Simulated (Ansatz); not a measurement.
SiBi2O5:
```xyz
16
Lattice="7.5754 -2.7411 0.0000 7.5754 2.7411 0.0000 0.0000 0.0000 5.3061" Properties=species:S:1:pos:R:3 pbc="T T T"
Si     7.5754    -0.9912     3.9796
Si     7.5754     0.9912     1.3265
Bi     5.0734    -1.5530     1.3265
Bi    10.0775     1.5530     3.9796
Bi    10.0775    -1.5530     1.3265
Bi     5.0734     1.5530     3.9796
O      3.7810     0.0000     0.0000
O     11.3698     0.0000     2.6531
O     11.3698     0.0000     0.0000
O      3.7810     0.0000     2.6531
O      6.1832    -1.7936     3.9796
O      8.9676     1.7936     1.3265
O      8.9676    -1.7936     3.9796
O      6.1832     1.7936     1.3265
O      7.5754     0.0000     0.0000
O      7.5754     0.0000     2.6531
```

Relaxed with r²SCAN. Independent-particle spectrum: no excitons, no local fields, no scissors shift; 0.1 eV broadening; ε₁ of the summed bands alone.

Problem. Tabulate the dielectric function from DFT-r²SCAN in the program Ansatz with PAW potentials.

Solution. 

```csv
E (eV),ε₁ xx,ε₂ xx,ε₁ yy,ε₂ yy,ε₁ zz,ε₂ zz
0.0,4.37,0.00,4.72,0.00,4.72,0.00
0.5,4.39,0.00,4.74,0.00,4.74,0.00
1.0,4.43,0.00,4.79,0.00,4.80,0.00
1.5,4.52,0.00,4.89,0.00,4.90,0.00
2.0,4.64,0.00,5.03,0.00,5.05,0.00
2.5,4.84,0.00,5.24,0.00,5.27,0.00
3.0,5.16,0.00,5.53,0.00,5.59,0.00
3.5,5.74,0.47,5.98,0.00,6.10,0.00
4.0,5.71,0.67,6.71,0.04,6.93,0.10
4.5,6.43,0.72,8.05,0.25,8.43,0.42
5.0,7.20,2.10,11.32,2.52,12.95,2.08
5.5,6.93,3.45,8.32,8.69,6.18,10.25
6.0,6.85,4.26,5.88,8.39,3.74,6.42
6.5,5.91,6.35,3.94,5.75,2.56,6.11
7.0,4.56,7.67,4.01,6.56,2.92,5.80
7.5,2.03,5.36,2.27,8.80,1.25,7.00
8.0,1.37,5.23,-1.43,6.85,-0.08,6.47
8.5,1.32,4.53,-1.47,4.66,-1.51,4.36
9.0,1.38,4.05,-1.37,3.31,-1.58,3.02
9.5,-0.06,5.79,-0.72,2.82,-0.79,2.11
10.0,-1.03,3.82,-0.68,2.41,-0.33,1.49
10.5,-0.56,2.11,-0.17,1.63,0.43,1.45
11.0,0.29,2.25,0.76,1.58,0.79,1.29
11.5,0.11,1.63,0.42,2.36,1.05,2.15
12.0,1.05,1.62,0.31,1.83,0.58,1.81
```

Problem. From ε at 4.8 eV (xx: 7.18 + 1.40i), find n, k, the normal reflectivity and the absorption coefficient.

Solution. n = 2.69, k = 0.260, R = 21 %, α = 2kE/ħc = 130000 cm⁻¹.

With all bands, ε∞ without local fields is 4.58 (xx), 4.93 (yy), 4.92 (zz).

Space group Cmcm. The start of the workflow was typed in or built on a structure type; neither database checked (COD, Materials Project) lists it. Its standing as an ambient phase is unchecked. Symmetry was held in the r²SCAN relaxation; whether a distortion lowers the energy is not shown. Spin–orbit coupling is left out wherever it is not named.

Potentials: the earlier of the program's two PAW sets.
